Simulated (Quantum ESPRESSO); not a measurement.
# Kohn-Sham bands of Mg₂Sn (Fm-3m)

```yaml
crystal:
  lattice:
    - [0.00000, 3.38015, 3.38015]
    - [3.38015, 0.00000, 3.38015]
    - [3.38015, 3.38015, 0.00000]
  atoms:
    - { symbol: Mg, position: [0.25000, 0.25000, 0.25000] }
    - { symbol: Mg, position: [0.75000, 0.75000, 0.75000] }
    - { symbol: Sn, position: [0.00000, 0.00000, 0.00000] }
```

Materials Project entry mp-2343; symmetrised, unrelaxed at this level. COD (Crystallography Open Database) has the formula in 2 space groups, this one among them (matched by group alone). Method: PBEsol plane waves in Quantum ESPRESSO 7.5 (PseudoDojo norm-conserving files, 68 Ry, no spin polarisation, no spin-orbit coupling), Bloch states on a 8×8×8 mesh through Γ, Wannier90 4.0.1. Density: 12×12×12 mesh, Gaussian smearing 0.01 Ry. Spin-orbit coupling is left out although heavy elements are present.

Energies are relative to the Fermi level; weights are on the orthonormalised atomic waves of the pseudopotential files, averaged over the group. 34 electrons a cell are treated as valence.

Problem. Into which isolated groups do the bands fall, where do they lie and what are they made of?

Solution. 
| bands | from (eV) | to (eV) | filling | weight on atomic waves |
|---|---|---|---|---|
| 1–2 | -76.26 | -76.26 | filled | Mg 2s 99 % |
| 3–8 | -43.19 | -43.18 | filled | Mg 2p 100 % |
| 9–13 | -20.96 | -20.91 | filled | Sn 4d 100 % |
| 14 | -9.10 | -7.30 | filled | Sn 5s 72 %, Mg 3s 24 % |

No gap over 0.05 eV opens at the Fermi level at this level of theory.
